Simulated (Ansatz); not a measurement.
Method: DFT PBE, scalar-relativistic, plane waves, PAW (Ansatz). Settings: cutoff 420 eV, Γ-centred meshes spaced at most about 0.3 Å⁻¹, and about 0.25 Å⁻¹ or finer for metals (2π included), Gaussian smearing. Collinear spin in cells that started with moments and kept them past the coarse steps, no spin elsewhere.

All energies are static (0 K, no zero-point motion).

Two forms of Li4Ru were relaxed alike.

A. (no spin)

```
Li Ru
1.0
    -3.08033    3.08033    1.90074
     3.08033   -3.08033    1.90074
     3.08033    3.08033   -1.90074
Li Ru
4 1
Direct
  0.60785 0.21181 0.81967
  0.78819 0.60785 0.39604
  0.39215 0.78819 0.18033
  0.21181 0.39215 0.60396
  0.00000 0.00000 0.00000
```

B. (site moments Ru 0.8 μB)

```
Li Ru
1.0
    -2.92698    2.92698    2.92698
     2.92698   -2.92698    2.92698
     2.92698    2.92698   -2.92698
Li Ru
4 1
Direct
  0.50000 0.50000 0.50000
  0.50000 0.00000 0.00000
  0.00000 0.00000 0.50000
  0.00000 0.50000 0.00000
  0.00000 0.00000 0.00000
```

Question: Which would you expect to be lower, and how large is the difference?

Answer: A is lower, by 286 meV/atom. A has space group I4/m (No. 87), 14.4 Å³/atom and no gap on its mesh; B has space group Im-3m (No. 229), 20.1 Å³/atom and no gap. Counting all near atoms (those within 1.25 times the shortest distance at each site; a plus sign parts nearer from farther groups), A has Li 12, Ru 12 and B has Li 2+6, Ru 8. Their magnetic states differ too. The denser one is the lower, and pressure would at first widen the difference. Even the lower one lies +0.29 eV/atom against the reference forms of the elements (uncorrected), so neither is stable at this level. In A, around Li lie 9 Li at 2.63–2.93 Å and 3 Ru at 2.68–2.75 Å; Ru is surrounded by 12 Li at 2.68–2.75 Å. In B, around Li lie 2 Ru at 2.53 Å and 6 Li at 2.93 Å; around Ru lie 8 Li at 2.53 Å. Both come from invented guesses.

The magnetic state reached may not be the lowest. Cells relaxed within their symmetry can be saddle points. Some candidate types were left out of the draw beforehand, so a known form may be missing.
